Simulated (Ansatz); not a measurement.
Consider the following.

GaAs:
```xyz
8
Lattice="6.9157 0.0000 0.0000 0.0000 6.9157 0.0000 0.0000 0.0000 4.0036" Properties=species:S:1:pos:R:3 pbc="T T T"
Ga     2.2410     4.6747     0.0000
Ga     4.6747     2.2410     0.0000
Ga     5.6988     5.6988     2.0018
Ga     1.2169     1.2169     2.0018
As     2.1980     2.1980     0.0000
As     4.7177     4.7177     0.0000
As     1.2599     5.6559     2.0018
As     5.6559     1.2599     2.0018
```

This is the PBEsol-relaxed structure.

Problem. All from DFT-PBEsol in the program Ansatz with PAW potentials, unless another level is named. Predict the highest zone-centre frequency (without LO–TO term).

Solution. 280 cm⁻¹.

Problem. And the Poisson's ratio?

Solution. 0.31.

Space group P4_2/mnm. The start of the workflow was typed in or built on a structure type; neither database checked (COD, Materials Project) lists it. It is not the phase usual at ambient conditions (space group No. 216). The cell was relaxed with PBEsol under the symmetry of its start; of distortions, only those at the zone centre were tested. The volume moved by 16 % from the start of the relaxation.

Potentials: the later of the program's two PAW sets.
